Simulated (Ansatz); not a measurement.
Crystals of one structure type (rock salt) and one family of elements, relaxed and computed with plane-wave PAW r²SCAN (Ansatz code); HSE06 gaps on those cells.

```json
[
 {"crystal": "NaI", "gap (eV)": "4.45", "HSE06 gap (eV)": "4.69"},
 {"crystal": "KI", "gap (eV)": "4.58", "HSE06 gap (eV)": "?"},
 {"crystal": "RbBr", "gap (eV)": "4.89", "HSE06 gap (eV)": "5.44"},
 {"crystal": "KBr", "gap (eV)": "5.07", "HSE06 gap (eV)": "5.59"},
 {"crystal": "KCl", "gap (eV)": "5.83", "HSE06 gap (eV)": "6.50"},
 {"crystal": "KF", "gap (eV)": "6.91", "HSE06 gap (eV)": "8.26"},
 {"crystal": "NaF", "gap (eV)": "7.28", "HSE06 gap (eV)": "8.63"}
]
```

Fit a straight line to E_g(HSE06) against E_g and predict the withheld value.

Least squares on the 6 shown rows: E_g(HSE06) = 1.395 × E_g + (-1.487), with a scatter of 0.09. For KI this gives 4.90. The run itself gave 4.94, within the scatter.

All cells were relaxed under the symmetry of their starts (and spin orders); stability against distortions was not tested throughout. Spin–orbit coupling is left out wherever it is not named.

Potentials: the later of the program's two PAW sets.
